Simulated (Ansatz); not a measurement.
ScF3, DFT, LDA, PAW with Ansatz's default frozen-core files, scalar-relativistic (Ansatz 0.2.0), run on 1 thread of Arm Neoverse V1 on a shared host.

The geometry is COD entry 4127282, unchecked; take it as a test cell. The listed cell was then made from it by scaling, straining or moving an atom.

Command: `ansatz run input.yaml --threads 1 --pin off --max-ram 4096MiB --backend cpu --events-out ev --progress --plain --runs-dir out`

```yaml
crystal:
  lattice:
    - [4.092699, 0.0, 0.0]
    - [0.0, 4.092699, 0.0]
    - [0.0, 0.0, 4.01245]
  atoms:
    - { symbol: Sc, position: [0.0, 0.0, 0.0] }
    - { symbol: F, position: [0.5, 0.0, 0.0] }
    - { symbol: F, position: [0.0, 0.5, 0.0] }
    - { symbol: F, position: [0.0, 0.0, 0.5] }
kpoints:
  mp_grid: { grid: [6, 6, 6] }
scf:
  occupations: { method: fermi_dirac, width: 0.02 }
hamiltonian:
  xc: lda
  pseudopotentials: { kind: paw }
output:
  forces: true
  stress: true
  eigenvalues: true
  efg: { contact_densities: true }
  write_density: true
  write_potential: true
  elf: true
  volumetric_format: npy
```

How large is the problem that the program sets up?

40 irreducible k-points, 1341 plane waves at Γ, 20 bands.

About how long does it take, and how much memory does it use?

5.8 s of wall time for 7 SCF iterations, with a peak of 0.37 GiB. Times on shared machines scatter by tens of per cent.

And the same cell and mesh by all-electron PAW (datasets made for this crystal), asked for forces, stress, eigenvalues, efg, on the same hardware?

17 s, peak memory 0.56 GiB.
